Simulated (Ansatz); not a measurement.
CaO:
```yaml
crystal:
  lattice:
    - [0.00000, 2.35399, 2.35399]
    - [2.35399, 0.00000, 2.35399]
    - [2.35399, 2.35399, 0.00000]
  atoms:
    - { symbol: Ca, position: [0.00000, 0.00000, 0.00000] }
    - { symbol: O, position: [0.50000, 0.50000, 0.50000] }
```

Relaxed with LDA. Special points in fractions of this cell's reciprocal vectors: Γ (0.000, 0.000, 0.000); X (0.500, 0.000, 0.500); U (0.625, 0.250, 0.625); K (0.375, 0.375, 0.750); L (0.500, 0.500, 0.500); W (0.500, 0.250, 0.750).

Q: List the band energies nearest the valence-band maximum at these points for LDA (plane waves, PAW; program Ansatz).

A: In eV from the valence-band maximum; about four levels below and three above (degenerate sets whole), none deeper than 8.9 eV; points with the same levels are listed once.

```csv
k,below,above
Γ,0.00 0.00 0.00,5.09 6.27 6.27 6.27
X,-1.27 -0.36 -0.36,3.45 8.50 9.24
U,-1.42 -1.21 -0.84,5.10 8.24 9.02
L,-2.85 -1.35 -1.35,7.26 8.65 8.65
W,-1.41 -1.07 -1.07,6.39 6.39 8.82
```

Space group Fm-3m (rock salt). Symmetry was held in the LDA relaxation; phonons on a q-mesh show no instability.

Potentials: the later of the program's two PAW sets.
